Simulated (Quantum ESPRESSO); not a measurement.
# InHf2Pd3ScMg: different elements on one site, starting from this cell

Simulated, not a measurement. The program is pw.x of Quantum ESPRESSO 7.5 (plane-wave density functional theory). The cell is made up: eight metal atoms on a face-centred cubic lattice, with elements, volume, strain and displacements drawn at random and not relaxed, so it may be unstable or far from any real phase. PseudoDojo standard norm-conserving files set the functional (PBE unless stated); there is no spin polarisation or spin-orbit coupling, the Fermi-Dirac width of 0.25 eV means electrons at about 2900 K, and the masses in the input are unused placeholders. Heavy elements are run without spin-orbit coupling, which real alloys of them have. A spin test at this wide smearing found no moment, but such smearing suppresses magnetism that the real alloy may have.

The runs put different elements on site 8. Cell, positions, cutoff, mesh and smearing stay as in the input of run 1; sites are counted in its order. Stress in the tables is positive in tension.

Input of run 1:

```
&control calculation='scf', pseudo_dir='./dojo.nc.sr.pbe.v0_5.standard.upf', outdir='./o', disk_io='minimal', tprnfor=.true., tstress=.true. /
&system ibrav=0, nat=8, ntyp=5, nbnd=73, ecutwfc=84.00895049, nosym=.true., tot_charge=0,
 occupations='smearing', smearing='fd', degauss=0.0183746611
/
&electrons conv_thr=1.470e-08, electron_maxstep=70, mixing_beta=0.5 /
ATOMIC_SPECIES
Hf 1.0 Hf.upf
In 1.0 In.upf
Mg 1.0 Mg.upf
Pd 1.0 Pd.upf
Sc 1.0 Sc.upf
CELL_PARAMETERS angstrom
-0.0456 2.2171 2.184
-4.3835 4.5236 -4.3664
-4.3414 -4.4115 4.4364
ATOMIC_POSITIONS angstrom
In 0.0028 -0.0224 0.0196
Hf -4.3871 -2.0313 2.0743
Pd -4.4518 0.1001 -0.0395
Hf -4.3378 2.2704 -2.2309
Pd -2.0977 0.1287 2.1953
Sc -2.178 2.1724 -0.1077
Pd -6.4793 0.2966 2.4061
Mg -6.4289 2.1187 0.0159
K_POINTS automatic
7 3 3 1 1 1
```

```
run  elements on sites 1 to 8  -TS (eV)  pressure (GPa)  stress xx (GPa)  stress yy (GPa)  stress zz (GPa)  stress yz (GPa)  stress xz (GPa)  stress xy (GPa)  iterations
  1   In Hf Pd Hf Pd Sc Pd Mg    -1.420           -7.82             9.24             7.67             6.56            -3.09            -0.61            -1.16          20
  2   In Hf Pd Hf Pd Sc Pd Ti    -1.824           -9.78            12.62             8.87             7.86            -2.71            -1.16            -0.73          23
  3   In Hf Pd Hf Pd Sc Pd Hf    -1.628           -7.35            10.39             6.42             5.24            -3.12            -0.91            -1.16          20
  4   In Hf Pd Hf Pd Sc Pd Au    -1.397          -10.04            11.97             9.45             8.71            -3.10            -1.32            -0.02          21
  5   In Hf Pd Hf Pd Sc Pd Ru    -1.758          -13.30            16.42            11.97            11.52            -2.51            -1.90             0.51          23
```

Forces Fx Fy Fz (eV/Å):

| site | run 1 | run 2 | run 3 | run 4 | run 5 |
| --- | --- | --- | --- | --- | --- |
| 1 | 0.10 0.10 -0.14 | 0.35 0.21 -0.30 | 0.04 0.05 -0.21 | 0.35 0.24 -0.21 | 0.78 0.45 -0.43 |
| 2 | 0.48 0.67 -0.73 | 0.96 0.46 -0.52 | 0.88 0.43 -0.58 | 0.96 0.46 -0.44 | 1.41 0.35 -0.23 |
| 3 | 0.48 0.43 -0.30 | 0.16 0.43 -0.28 | 0.36 0.29 -0.16 | 0.68 0.14 -0.02 | 0.18 0.28 -0.16 |
| 4 | -0.06 0.39 -0.77 | -0.76 0.18 -0.58 | -0.41 0.40 -0.85 | -0.95 -0.16 -0.19 | -1.68 -0.38 0.09 |
| 5 | -0.15 -0.51 0.38 | -0.12 -0.43 0.34 | -0.12 -0.41 0.33 | -0.19 -0.34 0.20 | -0.14 -0.36 0.24 |
| 6 | -0.41 -0.33 0.93 | -0.48 -0.39 0.97 | -0.49 -0.38 0.96 | -0.41 -0.32 0.93 | -0.50 -0.40 0.97 |
| 7 | -0.39 -0.68 0.18 | -0.39 -0.55 -0.03 | -0.42 -0.57 0.00 | -0.33 -0.70 0.16 | -0.34 -0.55 -0.07 |
| 8 | -0.06 -0.07 0.44 | 0.29 0.09 0.41 | 0.16 0.21 0.50 | -0.10 0.68 -0.44 | 0.30 0.62 -0.41 |

Energies are left out, as each element's file has its own zero. A rerun of one cell of this series at a higher cutoff and on a denser mesh moved values by no more than 0.004 eV in energy, 0.04 GPa in stress and 0.012 eV/Å in force, and a second program with other atomic files agreed on that cell to 2 % rms in force and 0.5 GPa in pressure.